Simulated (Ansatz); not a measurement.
Method: DFT, m-r2SCAN, plane waves (500 eV) with PAW, scalar-relativistic (Ansatz 0.2.0). (PAW data from PBE, frozen cores regenerated.)

An element in the hcp structure gives this curve. The cell is scaled uniformly from the relaxed one, with fractional coordinates and shape fixed. Energies are extrapolated to zero smearing, pressures are those at the given smearing. Magnetic state: non-magnetic.

| V (Å³/atom) | E − E₀ (meV/atom) | P (GPa) |
| --- | --- | --- |
| 16.345 | 166.8 | 26.59 |
| 17.088 | 68.9 | 16.00 |
| 17.831 | 15.9 | 7.22 |
| 18.573 | 0.0 | -0.08 |
| 19.316 | 15.0 | -6.16 |
| 20.059 | 55.8 | -11.20 |
| 20.802 | 118.0 | -15.38 |

Task: Which element is it?
A. niobium
B. titanium
C. cadmium
D. platinum

Result: A. Its fit is V₀ = 18.56 Å³/atom, B₀ = 167 GPa, B₀′ = 3.6.

m-r²SCAN is r²SCAN on the gauge-invariant kinetic-energy density; without spin polarisation the two are equal.
